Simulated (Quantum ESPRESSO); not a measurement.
Parts of the isotropic shielding in ZrO$_{2}$, by PBE GIPAW on JTH datasets (Quantum ESPRESSO, modified build), 22.5 Ha, k-mesh 4×4×4 shifted:

```
CELL_PARAMETERS angstrom
      5.28340     0.00000     0.00000
      0.00000     5.07467     0.00000
      0.00000     0.00000     5.10111
ATOMIC_POSITIONS crystal
  Zr 0.03027 0.73354 0.74906
  Zr 0.96973 0.26646 0.24906
  Zr 0.46973 0.73354 0.24906
  Zr 0.53027 0.26646 0.74906
  O  0.22988 0.46330 0.50084
  O  0.77012 0.53670 0.00084
  O  0.27012 0.46330 0.00084
  O  0.72988 0.53670 0.50084
  O  0.36503 0.93264 0.60611
  O  0.63497 0.06736 0.10611
  O  0.13497 0.93264 0.10611
  O  0.86503 0.06736 0.60611
```
Geometry: a computed entry of the Materials Project; it was not checked against measured cells. It is ZrO2 in Pca2₁; whether this form has been observed was not checked. Stability against distortions was not tested. The run has no spin polarisation.

The core term is that of the free atom's frozen core; the paramagnetic column sums the reconstruction terms. These are absolute shieldings with no macroscopic susceptibility term; δ = σ_ref − σ needs a reference computed alike. By our sweeps, such settings leave a few ppm in absolute σ on light atoms and up to some 20 ppm from Zn on. Spin–orbit coupling is left out; its weight grows with the heaviest atom, Zr here. The structure is static (0 K, no zero-point motion).

```tsv
site	core	bare (smooth current)	diamagnetic correction	paramagnetic corrections	σ_iso (ppm)
Zr (atoms 1, 2, 3, 4)	3668.1	44.3	15.7	[?]	[?]
O1 (atoms 5, 6, 7, 8)	271.1	-27.8	26.3	[?]	[?]
O2 (atoms 9, 10, 11, 12)	271.1	-43.4	26.3	[?]	[?]
```

What belongs in the gaps?


- Zr (atoms 1, 2, 3, 4), paramagnetic corrections: -2076.4
- Zr (atoms 1, 2, 3, 4), σ_iso (ppm): 1651.6
- O1 (atoms 5, 6, 7, 8), paramagnetic corrections: -404.9
- O1 (atoms 5, 6, 7, 8), σ_iso (ppm): -135.3
- O2 (atoms 9, 10, 11, 12), paramagnetic corrections: -453.7
- O2 (atoms 9, 10, 11, 12), σ_iso (ppm): -199.8
